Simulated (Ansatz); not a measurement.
Each is relaxed and computed with DFT-PBEsol in the program Ansatz with PAW potentials. Which is the only metal?
(A) Mo2C, Pbcn (Mo on 8d, C on 4c)
(B) SiC3, P-4m2 (C on 1a, C on 2g, Si on 1c)
(C) MnF2, Pbcn (Mn on 4c, F on 8d)
(D) Al3BC3, P6_3cm (Pearson symbol hP42)

A, Mo2C, Pbcn (Mo on 8d, C on 4c). Mo2C: metal; Al3BC3: gap 1.64 eV (indirect); MnF2: gap 2.05 eV (indirect); SiC3: gap 1.15 eV (indirect). Spin orders computed, not proven ground states: MnF2, Pbcn (Mn on 4c, F on 8d) antiferromagnetic. Typed or built starts, not in the databases checked: SiC3, P-4m2 (C on 1a, C on 2g, Si on 1c). Standing as an ambient phase not checked: Mo2C, Pbcn (Mo on 8d, C on 4c); Al3BC3, P6_3cm (Pearson symbol hP42); MnF2, Pbcn (Mn on 4c, F on 8d). All cells were relaxed under the symmetry of their starts (and spin orders); stability against distortions was not tested throughout. Cells of antiferromagnets are given as chemical subcells. Named crystals with no word on spin ran without spin polarisation. No Hubbard U is applied. Scalar-relativistic: spin–orbit coupling is off unless named, which matters more the heavier the elements.

Potentials: the earlier of the program's two PAW sets. The files were generated under PBE; for other functionals the program regenerates the frozen cores, and for LDA and PBEsol the local potential too.
